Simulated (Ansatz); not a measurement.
**SiO2: gradients before and after relaxing the atoms**

Start: a structure deposited in the COD (listed for 0.7 GPa), atoms as given.

```cif
data_SiO2
_symmetry_space_group_name_H-M 'P4_12_12'
_symmetry_Int_Tables_number 92
_cell_length_a 4.9028
_cell_length_b 4.9028
_cell_length_c 6.7782
_cell_angle_alpha 90.000
_cell_angle_beta 90.000
_cell_angle_gamma 90.000
loop_
_atom_site_label
_atom_site_type_symbol
_atom_site_symmetry_multiplicity
_atom_site_Wyckoff_symbol
_atom_site_fract_x
_atom_site_fract_y
_atom_site_fract_z
Si Si 4 a 0.3086 0.3086 0.0000
O O 8 b 0.2364 0.1198 0.1870
```

One atom of each set is listed.

The numbers come from a DFT calculation in Ansatz (PBE, plane waves and PAW (field gradients read without the response of the frozen cores, which leaves them typically 4 to 6 % off), scalar-relativistic, 420 eV cutoff, Γ-centred 5×5×4 k-points, Fermi–Dirac smearing 0.02 eV).

The largest force at the start is 0.52 eV/Å. Relaxing the ions at fixed cell moves them by 0.067 Å at most (atom 7, O) and 0.057 Å rms. End positions:

Si (0.3126, 0.3126, 0.0000)
O (0.2334, 0.1310, 0.1924)

```json
{"site": "Si", "moved (Å)": "0.028", "first shell before": "4 O at 1.60–1.61 Å", "first shell after": "4 O at 1.62–1.63 Å", "V_zz before (10²¹ V/m²)": "-0.59", "η before": "0.85"}
{"site": "O", "moved (Å)": "0.067", "first shell before": "2 Si at 1.60–1.61 Å, angle 142°", "first shell after": "2 Si at 1.62–1.63 Å, angle 139°", "V_zz before (10²¹ V/m²)": "9.10", "η before": "0.19"}
```

(1) What are V_zz and η after the relaxation?

## Answers

(1) 

```tsv
site	V_zz after	η after	change of V_zz
Si	-0.42	0.84	+0.17
O	9.43	0.24	+0.33
```

The largest change of V_zz is on O, from 9.10 to 9.43. In per cent, |V_zz| changes by -29 on Si, +4 on O (all sites that start above 0.5).
